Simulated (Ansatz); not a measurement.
CoC6 in space group Amm2 (No. 38; Pearson symbol oS14) at seven volumes, PBEsol in the plane-wave PAW code Ansatz, shape and atoms relaxed at each. One row is withheld.

| V (Å³/atom) | P (GPa) |
|---|---|
| 7.270 | 21.66 |
| 7.510 | 13.12 |
| 7.750 | 5.97 |
| 7.989 | 0.00 |
| 8.229 | -4.95 |
| 8.469 | -8.97 |
| 8.708 | ? |

### Question
Fit the shown pressures and predict the withheld one.

### Answer
Third-order Birch–Murnaghan: P = (3/2)B₀(x^(7/2) − x^(5/2))[1 + (3/4)(B′ − 4)(x − 1)] with x = (V₀/V)^(2/3). Least squares on the six rows gives V₀ = 7.990 Å³/atom, B₀ = 179.8 GPa, B′ = 5.15. At V = 8.708, x = 0.9442 and P = -12.40 GPa. The run itself gave -12.13 GPa.

The start of the workflow was typed in or built on a structure type; neither database checked (COD, Materials Project) lists it. Whether it is the stable phase at ambient conditions was not checked. The cell was relaxed with PBEsol under the symmetry of its start; whether a distortion lowers the energy is not shown. The final state is ferromagnetic, the only order run, not a proven ground state. The cell computed holds one magnetic atom, so no antiferromagnetic order was within reach. Its formation energy is positive at this level, so the cell may be metastable or incomplete.

Potentials: the earlier of the program's two PAW sets. The files were generated under PBE; for other functionals the program regenerates the frozen cores, and for LDA and PBEsol the local potential too.
